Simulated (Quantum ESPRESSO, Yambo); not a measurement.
**RbCl: DFT and GW levels**

```xyz
2
Lattice="3.8861 0.0000 0.0000 0.0000 3.8861 0.0000 0.0000 0.0000 3.8861" Properties=species:S:1:pos:R:3 pbc="T T T"
Cl     1.9430     1.9430     1.9430
Rb     0.0000     0.0000     0.0000
```

Cell and atoms were relaxed with PBEsol from Materials Project entry mp-23299, within its symmetry.

Starting point: PBEsol (pw.x of Quantum ESPRESSO, ONCV potentials, without SOC). G0W0 in Yambo: 4×4×4 Γ-centred k mesh, 134 bands and a 10 Ry block in the screening, 134 bands in G with the Bruneval-Gonze terminator, plasmon pole fitted at 27.2 eV.

```json
{
 "PBEsol gap along the band path": "4.94 eV",
 "PBEsol gap between the mesh's edge points (M → Γ)": "4.94 eV",
 "G0W0 gap between the same points": "7.86 eV",
 "PBEsol smallest direct gap on the mesh (at Γ)": "5.03 eV",
 "G0W0 direct gap at that point": "7.96 eV"
}
```

```
k point  band  E PBEsol (eV)  E QP (eV)  shift (eV)     Z
-------  ----  -------------  ---------  ----------  ----
Γ          VB          -0.09      -2.19       -2.10  0.81
Γ          CB           4.94       5.76        0.82  0.87
X          VB          -0.22      -2.32       -2.10  0.81
X          CB           7.50       8.72        1.22  0.87
M          VB           0.00      -2.09       -2.09  0.81
M          CB           6.09       7.10        1.02  0.87
R          VB          -1.34      -3.48       -2.14  0.79
R          CB           9.67      10.77        1.10  0.89
```

Energies count from the PBEsol valence-band maximum.

Nearest settings tried, and what they do to the gap: 81 bands in W, 81 bands in G: -42 meV; 4 Ry block (81 vectors against 251): -220 meV. Not varied: mesh. So the settings aren't converged at that level.

This is not the ordinary phase of the substance.
